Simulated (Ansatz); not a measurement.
The relaxed structure here is a generated cell of HfO2: the first start was made by placing the elements on the sites of a structure type, and the end was not matched to a known phase here, so it may be hypothetical. Known forms of HfO2 include space group No. 14, 29, 137, 225.

A relaxed structure of HfO$_{2}$. Space group P6₃/mmc (No. 194), AFLOW prototype A2B_hP12_194_cg_f (C10, as in SiO2). Calculation: r2SCAN (plane waves to 500 eV, PAW, scalar-relativistic; Ansatz, a program for electronic structure).

```cif
data_Hf4O8
_chemical_formula_sum 'Hf4 O8'
_space_group_name_H-M_alt 'P63/mmc'
_space_group_IT_number 194
_space_group_name_Hall '-P 6c 2c'
_cell_length_a 6.34085
_cell_length_b 6.34085
_cell_length_c 10.34171
_cell_angle_alpha 90.000
_cell_angle_beta 90.000
_cell_angle_gamma 120.000
loop_
_atom_site_label
_atom_site_type_symbol
_atom_site_symmetry_multiplicity
_atom_site_Wyckoff_symbol
_atom_site_fract_x
_atom_site_fract_y
_atom_site_fract_z
_atom_site_occupancy
Hf1 Hf 4 f 0.33333 0.66667 0.06235 1
O1 O 2 c 0.33333 0.66667 0.25000 1
O2 O 6 g 0.50000 0.50000 0.50000 1
```

```json
{
 "volume_per_atom": "30.01 Å³",
 "density": "3.88 g/cm³",
 "band_gap": "5.13 eV, direct at Γ (no spin-orbit coupling)",
 "shortest_distances": "Hf–O 1.94 Å; O–O 3.17 Å",
 "k-mesh": "5×5×3"
}
```

Band energies at high-symmetry points (eV from the VBM; labels of this space group; no spin-orbit coupling), from −5 eV up to 7.8 eV:

| point | energies |
|---|---|
| Γ | -2.82 -2.80 -2.67 -2.67 -2.66 -2.57 -2.57 -2.43 -2.11 -2.11 -1.66 -1.66 -1.20 -1.13 -1.13 -0.70 -0.70 -0.69 -0.37 -0.37 -0.01 -0.01 0.00 0.00 5.13 6.04 6.04 6.46 6.46 6.76 6.89 7.03 7.20 7.20 |
| M | -2.76 -2.73 -2.62 -2.58 -2.57 -2.55 -2.36 -2.33 -1.84 -1.69 -1.67 -1.49 -1.25 -1.22 -1.21 -1.12 -1.04 -0.95 -0.75 -0.55 -0.37 -0.28 -0.20 0.00 6.53 6.55 6.71 6.79 6.84 7.11 7.63 |
| K | -2.68 -2.68 -2.62 -2.62 -2.57 -2.45 -2.45 -2.31 -1.78 -1.78 -1.63 -1.60 -1.52 -1.12 -1.08 -1.08 -0.98 -0.68 -0.68 -0.55 -0.55 -0.39 -0.39 -0.08 6.54 7.06 7.06 7.10 7.23 7.23 7.38 7.51 7.54 7.54 |
| A | -2.80 -2.80 -2.61 -2.61 -2.61 -2.61 -2.58 -2.58 -1.96 -1.96 -1.96 -1.96 -0.92 -0.92 -0.81 -0.81 -0.81 -0.81 -0.23 -0.23 -0.23 -0.23 0.00 0.00 5.63 5.63 6.32 6.32 6.32 6.32 7.37 7.37 7.37 7.37 7.46 7.46 |
| L | -2.77 -2.77 -2.63 -2.63 -2.47 -2.47 -2.40 -2.40 -1.65 -1.65 -1.59 -1.59 -1.40 -1.40 -1.13 -1.13 -1.02 -1.02 -0.56 -0.56 -0.30 -0.30 -0.15 -0.15 6.58 6.58 7.07 7.07 7.13 7.13 7.31 7.31 7.61 7.61 |
| H | -2.75 -2.75 -2.56 -2.56 -2.46 -2.46 -2.45 -2.45 -1.62 -1.62 -1.62 -1.62 -1.42 -1.42 -1.28 -1.28 -0.68 -0.68 -0.62 -0.62 -0.42 -0.42 -0.27 -0.27 6.87 6.87 7.02 7.02 7.49 7.49 7.57 7.57 |

No spin polarisation in the result.

The run could not lose the symmetry of its start, so the end can be a saddle point.
